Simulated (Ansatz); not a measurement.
Level of theory: Ansatz, DFT PBE, scalar-relativistic, plane waves, PAW. Cutoff 420 eV, Γ-centred meshes of about 0.25 Å⁻¹ or finer for metals and 0.3 Å⁻¹ for insulators (2π included), Gaussian smearing. No spin polarisation.

A search over trial structures of Ta2Bi2O gave this relaxed cell.

```yaml
crystal:
  lattice:
    - [-2.06448, 2.06448, 7.30502]
    - [2.06448, -2.06448, 7.30502]
    - [2.06448, 2.06448, -7.30502]
  atoms:
    - { symbol: Ta, position: [0.50000, 0.00000, 0.50000] }
    - { symbol: Ta, position: [0.00000, 0.50000, 0.50000] }
    - { symbol: Bi, position: [0.84523, 0.84523, 0.00000] }
    - { symbol: Bi, position: [0.15477, 0.15477, 0.00000] }
    - { symbol: O, position: [0.50000, 0.50000, 0.00000] }
```

**Question.** Does it survive phonon and random-displacement tests?

**Answer.** It is locally stable on this q mesh, but a lower structure lies near. The phonons at Γ show no imaginary mode. (Phonon run: 10×10×10 k mesh, Gaussian smearing of 0.10 eV.) With atoms moved at random and symmetry off, it falls by 7 meV/atom into Cmce (No. 64). Conventional cell: a = 14.832 Å, b = 5.788 Å, c = 5.785 Å. Ta has 2 O at 2.06 Å, 4 Ta at 2.91–2.92 Å, 2 Bi at 2.94 Å, 2 Bi at 3.27 Å and 1 Ta at 3.59 Å; Bi is surrounded by 2 Ta at 2.94 Å and 2 Ta at 3.27 Å; O is surrounded by 4 Ta at 2.06 Å.

Space group Cmce (No. 64). a = 14.832 Å, b = 5.788 Å, c = 5.785 Å, α = 90.00°, β = 90.00°, γ = 90.00°
```csv
atom,site,symmetry,x,y,z
Ta,8f,m..,0.5000,0.7805,0.7197
Bi,8d,2..,0.3428,0.0000,0.5000
O,4b,2/m..,0.5000,0.0000,0.0000
```

Spin–orbit coupling, which can matter for Bi and Ta, is left out. Phonons of metals hang on the k mesh and the smearing.
